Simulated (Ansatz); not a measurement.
One crystal and one scan (frozen-phonon scan) at two levels, PBE (plane waves to 420 eV, PAW, scalar-relativistic; Ansatz, an electronic-structure program) and r2SCAN (plane waves to 500 eV, PAW, scalar-relativistic; Ansatz), each from its own relaxed cell and on its own mesh. The cell shown is that of PBE.

Relaxed LiCl (rock salt):

```yaml
crystal:
  lattice:
    - [0.00000, 5.15039, 5.15039]
    - [2.57520, 2.57520, 5.15039]
    - [2.57520, 2.57520, 0.00000]
  atoms:
    - { symbol: Cl, position: [0.00000, 0.00000, 0.00000] }
    - { symbol: Cl, position: [0.50000, 0.00000, 0.00000] }
    - { symbol: Li, position: [0.00000, 0.50000, 0.50000] }
    - { symbol: Li, position: [0.50000, 0.50000, 0.50000] }
```

A phonon eigenvector at X = (0.5, 0.5, 0.0) is frozen into this cell: atom i moves by Q times the vector below, so Q is the largest atomic displacement, in Å. The cell is held. (q is in reciprocal vectors of the primitive cell; the cell shown is doubled to hold the pattern.)

```tsv
atom	x	y	z
Cl1	0.000	0.000	0.011
Cl2	0.000	0.000	-0.011
Li3	0.000	0.000	1.000
Li4	0.000	0.000	-1.000
```

LiCl was relaxed with its symmetry unable to fall. Both scans cover Q from -0.280 to 0.280 Å.

ΔE (meV/cell), each from the undisplaced structure of its own level:

```json
[
 {"Q (Å)": "-0.280", "PBE": "107.4", "r2SCAN": "withheld"},
 {"Q (Å)": "-0.233", "PBE": "70.4", "r2SCAN": "93.3"},
 {"Q (Å)": "-0.187", "PBE": "42.9", "r2SCAN": "56.4"},
 {"Q (Å)": "-0.140", "PBE": "23.2", "r2SCAN": "30.3"},
 {"Q (Å)": "-0.093", "PBE": "10.0", "r2SCAN": "13.0"},
 {"Q (Å)": "-0.047", "PBE": "2.5", "r2SCAN": "3.2"},
 {"Q (Å)": "0.000", "PBE": "0.0", "r2SCAN": "0.0"},
 {"Q (Å)": "0.047", "PBE": "2.5", "r2SCAN": "3.2"},
 {"Q (Å)": "0.093", "PBE": "10.0", "r2SCAN": "13.0"},
 {"Q (Å)": "0.140", "PBE": "23.2", "r2SCAN": "30.3"},
 {"Q (Å)": "0.187", "PBE": "42.9", "r2SCAN": "56.4"},
 {"Q (Å)": "0.233", "PBE": "70.4", "r2SCAN": "93.3"},
 {"Q (Å)": "0.280", "PBE": "107.4", "r2SCAN": "withheld"}
]
```

Problem. Estimate the r2SCAN value at 0.280 from the PBE value there and the ratio of the two levels in the two nearest given rows on that side of the minimum.

Solution. At 0.233 and 0.187 the ratio r2SCAN/PBE averages 1.320, which gives 1.320 × 107.4 = 141.8 meV/cell. The calculation gives 143.7 meV/cell, +33.8 % against PBE.

(For displaced atoms, the force is minus the slope of the energy, and its curvature is a force constant, which sets phonon frequencies.)
